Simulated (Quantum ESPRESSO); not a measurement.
## Al3MgSAs3 (finding a planted mistake in a log)

A calculation, not a measurement. The program is pw.x of Quantum ESPRESSO 7.5 (plane-wave density functional theory). The cell is made up: 8 atoms on a zincblende/diamond lattice, with randomly drawn elements, strain and displacements, not relaxed. PseudoDojo standard norm-conserving files (v0.5 for PBE, v0.4.1 for LDA and PBEsol) set the functional; there is no spin polarisation, spin-orbit coupling or dispersion term, and the masses in the input are unused placeholders.

Intended input:

```
&control calculation='scf', pseudo_dir='./dojo.nc.sr.pbe.v0_5.standard.upf', outdir='./o', disk_io='medium', tprnfor=.true., tstress=.true. /
&system ibrav=0, nat=8, ntyp=4, nbnd=41, ecutwfc=84.00895049, nosym=.true., tot_charge=0,
 occupations='smearing', smearing='fd', degauss=0.0018374661
/
&electrons conv_thr=7.350e-09, electron_maxstep=60, /
ATOMIC_SPECIES
Al 1.0 Al.upf
As 1.0 As.upf
Mg 1.0 Mg.upf
S 1.0 S.upf
CELL_PARAMETERS angstrom
5.7079 0.0022 -0.0038
0.0022 5.6268 -0.0616
-0.0038 -0.0616 5.7413
ATOMIC_POSITIONS angstrom
Al -0.0026 0.002 -0.063
Al 0.0477 2.8001 2.8601
Al 2.8311 -0.0516 2.8732
Mg 2.8537 2.8308 -0.054
S 1.4013 1.3857 1.445
As 1.3882 4.2097 4.2536
As 4.2764 1.3705 4.2834
As 4.3163 4.2416 1.3593
K_POINTS automatic
4 4 4 1 1 1
```

The log is shortened where brackets say so; the opening notice, blank lines, dates and the lines on written files are dropped, and the path of the files is cut. It prints rydbergs, bohrs and kilobars, and counts compression as positive stress. Where no state is partly filled, the Fermi energy that it prints is only some level between the filled and the empty states on the mesh, and need not lie in the true gap.

Log of the intended run:

```
     Program PWSCF v.7.5
     Parallel version (MPI & OpenMP), running on       1 processor cores
     Number of MPI processes:                 1
     Threads/MPI process:                     1
     [start-up lines left out]
     bravais-lattice index     =            0
     lattice parameter (alat)  =      10.7864  a.u.
     unit-cell volume          =    1244.2092 (a.u.)^3
     number of atoms/cell      =            8
     number of atomic types    =            4
     number of electrons       =        70.00
     number of Kohn-Sham states=           41
     kinetic-energy cutoff     =      84.0090  Ry
     charge density cutoff     =     336.0358  Ry
     scf convergence threshold =      7.3E-09
     mixing beta               =       0.7000
     number of iterations used =            8  plain     mixing
     Exchange-correlation= PBE
                           (   1   4   3   4   0   0   0)
     [axes and pseudopotential details left out]
   Cartesian axes
     site n.     atom                  positions (alat units)
         1        Al     tau(   1) = (  -0.0004555   0.0003504  -0.0110373  )
         2        Al     tau(   2) = (   0.0083568   0.4905656   0.5010773  )
         3        Al     tau(   3) = (   0.4959966  -0.0090401   0.5033724  )
         4        Mg     tau(   4) = (   0.4999561   0.4959441  -0.0094606  )
         5        S      tau(   5) = (   0.2455018   0.2427687   0.2531578  )
         6        As     tau(   6) = (   0.2432067   0.7375215   0.7452126  )
         7        As     tau(   7) = (   0.7492070   0.2401057   0.7504334  )
         8        As     tau(   8) = (   0.7561973   0.7431102   0.2381436  )
     number of k points=    32  Fermi-Dirac smearing, width (Ry)=  0.0018
                       cart. coord. in units 2pi/alat
        k(    1) = (   0.1250344   0.1281292   0.1257303), wk =   0.0625000
        k(    2) = (   0.1251988   0.1308505   0.3743053), wk =   0.0625000
     [further k points left out]
     Dense  grid:   129409 G-vectors     FFT dimensions: (  64,  64,  64)
     Estimated max dynamical RAM per process >     173.62 MB
     Initial potential from superposition of free atoms
     starting charge      69.9911, renormalised to      70.0000
     Starting wfcs are   48 randomized atomic wfcs
     total cpu time spent up to now is       14.7 secs
     per-process dynamical memory:    98.1 Mb
     Self-consistent Calculation
     iteration #  1     ecut=    84.01 Ry     beta= 0.70
     Davidson diagonalization with overlap
     ethr =  1.00E-02,  avg # of iterations =  4.3
     Threshold (ethr) on eigenvalues was too large:
     Diagonalizing with lowered threshold
     Davidson diagonalization with overlap
     ethr =  4.94E-04,  avg # of iterations =  2.0
     total cpu time spent up to now is       92.2 secs
     total energy              =    -791.36579818 Ry
     estimated scf accuracy    <       0.34323002 Ry
     iteration #  2     ecut=    84.01 Ry     beta= 0.70
     Davidson diagonalization with overlap
     ethr =  4.90E-04,  avg # of iterations =  4.6
     total cpu time spent up to now is      128.4 secs
     total energy              =    -791.43544175 Ry
     estimated scf accuracy    <       0.05261696 Ry
     [iterations 3 to 8 left out]
     iteration #  9     ecut=    84.01 Ry     beta= 0.70
     Davidson diagonalization with overlap
     ethr =  2.03E-10,  avg # of iterations =  3.7
     total cpu time spent up to now is      379.1 secs
     total energy              =    -791.44709213 Ry
     estimated scf accuracy    <       0.00000001 Ry
     iteration # 10     ecut=    84.01 Ry     beta= 0.70
     Davidson diagonalization with overlap
     ethr =  2.10E-11,  avg # of iterations =  2.2
     total cpu time spent up to now is      417.7 secs
     End of self-consistent calculation
     [lines on levels left out]
     the Fermi energy is     6.5526 ev
!    total energy              =    -791.44709213 Ry
     estimated scf accuracy    <          4.4E-09 Ry
     smearing contrib. (-TS)   =      -0.00000000 Ry
     internal energy E=F+TS    =    -791.44709213 Ry
     The total energy is F=E-TS. E is the sum of the following terms:
     one-electron contribution =    -538.76718654 Ry
     hartree contribution      =     291.27375098 Ry
     xc contribution           =    -171.27779673 Ry
     ewald contribution        =    -372.67585984 Ry
     convergence has been achieved in  10 iterations
     Forces acting on atoms (cartesian axes, Ry/au):
     atom    1 type  1   force =    -0.02043994    0.01212709    0.02021909
     atom    2 type  1   force =    -0.03331060   -0.00615482   -0.01316413
     atom    3 type  1   force =     0.01118765    0.00412279   -0.00354001
     atom    4 type  3   force =    -0.01470366   -0.00315835    0.01570416
     atom    5 type  4   force =    -0.00343283   -0.01089236    0.00595969
     atom    6 type  2   force =     0.02014446    0.00593982   -0.01608284
     atom    7 type  2   force =     0.02270475   -0.00790006   -0.02786758
     atom    8 type  2   force =     0.01785016    0.00591590    0.01877164
     Total force =     0.076473     Total SCF correction =     0.000183
     Computing stress (Cartesian axis) and pressure
          total   stress  (Ry/bohr**3)                   (kbar)     P=       14.51
   0.00008993  -0.00003465   0.00000243           13.23       -5.10        0.36
  -0.00003465   0.00013669   0.00014554           -5.10       20.11       21.41
   0.00000243   0.00014554   0.00006933            0.36       21.41       10.20
     init_run     :     13.75s CPU     14.51s WALL (       1 calls)
     electrons    :    385.94s CPU    403.04s WALL (       1 calls)
     forces       :      6.00s CPU      6.06s WALL (       1 calls)
     stress       :     25.48s CPU     25.63s WALL (       1 calls)
     [timing details left out]
     PWSCF        :   7m11.43s CPU   7m29.76s WALL
     JOB DONE.
```

A second run was made from an input with one planted mistake. Its log:

```
     Program PWSCF v.7.5
     Parallel version (MPI & OpenMP), running on       1 processor cores
     Number of MPI processes:                 1
     Threads/MPI process:                     1
     [start-up lines left out]
     bravais-lattice index     =            0
     lattice parameter (alat)  =      10.7864  a.u.
     unit-cell volume          =    1244.2092 (a.u.)^3
     number of atoms/cell      =            8
     number of atomic types    =            4
     number of electrons       =        70.00
     number of Kohn-Sham states=           41
     kinetic-energy cutoff     =      84.0090  Ry
     charge density cutoff     =     336.0358  Ry
     scf convergence threshold =      7.3E-09
     mixing beta               =       0.7000
     number of iterations used =            8  plain     mixing
     Exchange-correlation= PBE
                           (   1   4   3   4   0   0   0)
     [axes and pseudopotential details left out]
   Cartesian axes
     site n.     atom                  positions (alat units)
         1        Al     tau(   1) = (  -0.0004555   0.0003504  -0.0110373  )
         2        Al     tau(   2) = (   0.0083568   0.4905656   0.5010773  )
         3        Al     tau(   3) = (   0.4959966  -0.0090401   0.5033724  )
         4        Mg     tau(   4) = (   0.4999561   0.4959441  -0.0094606  )
         5        S      tau(   5) = (   0.2455018   0.2427687   0.2531578  )
         6        As     tau(   6) = (   0.2432067   0.7375215   0.7452126  )
         7        As     tau(   7) = (   0.7492070   0.2401057   0.7504334  )
         8        As     tau(   8) = (   0.7561973   0.7431102   0.2381436  )
     number of k points=     1  Fermi-Dirac smearing, width (Ry)=  0.0018
                       cart. coord. in units 2pi/alat
        k(    1) = (  -0.5001374  -0.5125170  -0.5029214), wk =   2.0000000
     Dense  grid:   129409 G-vectors     FFT dimensions: (  64,  64,  64)
     Estimated max dynamical RAM per process >     173.62 MB
     Initial potential from superposition of free atoms
     starting charge      69.9911, renormalised to      70.0000
     Starting wfcs are   48 randomized atomic wfcs
     total cpu time spent up to now is        2.8 secs
     per-process dynamical memory:   104.9 Mb
     Self-consistent Calculation
     iteration #  1     ecut=    84.01 Ry     beta= 0.70
     Davidson diagonalization with overlap
     ethr =  1.00E-02,  avg # of iterations =  4.0
     Threshold (ethr) on eigenvalues was too large:
     Diagonalizing with lowered threshold
     Davidson diagonalization with overlap
     ethr =  8.66E-04,  avg # of iterations =  1.0
     total cpu time spent up to now is        5.0 secs
     total energy              =    -790.82661160 Ry
     estimated scf accuracy    <       0.60946944 Ry
     iteration #  2     ecut=    84.01 Ry     beta= 0.70
     Davidson diagonalization with overlap
     ethr =  8.71E-04,  avg # of iterations =  2.0
     total cpu time spent up to now is        6.1 secs
     total energy              =    -790.95192533 Ry
     estimated scf accuracy    <       0.08325513 Ry
     [iterations 3 to 9 left out]
     iteration # 10     ecut=    84.01 Ry     beta= 0.70
     Davidson diagonalization with overlap
     ethr =  4.06E-11,  avg # of iterations =  3.0
     total cpu time spent up to now is       17.6 secs
     total energy              =    -790.96813249 Ry
     estimated scf accuracy    <          8.1E-09 Ry
     iteration # 11     ecut=    84.01 Ry     beta= 0.70
     Davidson diagonalization with overlap
     ethr =  1.16E-11,  avg # of iterations =  2.0
     total cpu time spent up to now is       18.6 secs
     End of self-consistent calculation
     [lines on levels left out]
     the Fermi energy is     6.8250 ev
!    total energy              =    -790.96813249 Ry
     estimated scf accuracy    <          3.8E-10 Ry
     smearing contrib. (-TS)   =      -0.00000000 Ry
     internal energy E=F+TS    =    -790.96813249 Ry
     The total energy is F=E-TS. E is the sum of the following terms:
     one-electron contribution =    -540.37871539 Ry
     hartree contribution      =     293.64286659 Ry
     xc contribution           =    -171.55642386 Ry
     ewald contribution        =    -372.67585984 Ry
     convergence has been achieved in  11 iterations
     Forces acting on atoms (cartesian axes, Ry/au):
     atom    1 type  1   force =    -0.02629461    0.00701444    0.01794964
     atom    2 type  1   force =    -0.03709912   -0.00221811   -0.01069031
     atom    3 type  1   force =     0.01390966    0.00290990    0.00095046
     atom    4 type  3   force =    -0.00744640    0.00077306    0.01095592
     atom    5 type  4   force =    -0.00737049   -0.01593071    0.01546762
     atom    6 type  2   force =     0.01692484    0.01024576   -0.02459992
     atom    7 type  2   force =     0.02454350   -0.01121079   -0.02947503
     atom    8 type  2   force =     0.02283261    0.00841645    0.01944162
     Total force =     0.083954     Total SCF correction =     0.000097
     Computing stress (Cartesian axis) and pressure
          total   stress  (Ry/bohr**3)                   (kbar)     P=       61.46
   0.00041232  -0.00003458   0.00000862           60.65       -5.09        1.27
  -0.00003458   0.00043490   0.00016075           -5.09       63.98       23.65
   0.00000862   0.00016075   0.00040623            1.27       23.65       59.76
     init_run     :      2.50s CPU      2.61s WALL (       1 calls)
     electrons    :     15.33s CPU     15.88s WALL (       1 calls)
     forces       :      0.31s CPU      0.31s WALL (       1 calls)
     stress       :      0.99s CPU      1.05s WALL (       1 calls)
     [timing details left out]
     PWSCF        :     19.26s CPU     20.05s WALL
     JOB DONE.
```

Question: what was wrong in the second input?

Answer: the k-point mesh is too coarse. The input lines that differ, file-writing options aside:

```
- 4 4 4 1 1 1
+ 1 1 1 1 1 1
```

```
                                            intended run  run with the mistake
                          free energy (eV)    -10768.186            -10761.670
                    smearing term -TS (eV)        0.0000                0.0000
                            pressure (GPa)          1.45                  6.15
            largest force component (eV/Å)         0.857                 0.954
largest change of a force component (eV/Å)                               0.245
                                iterations            10                    11
```

For scale, a rerun of the intended cell at 1437 eV and a 6 x 6 x 6 mesh moved values by no more than 0.006 eV in energy, 0.02 GPa in stress and 0.004 eV/Å in force.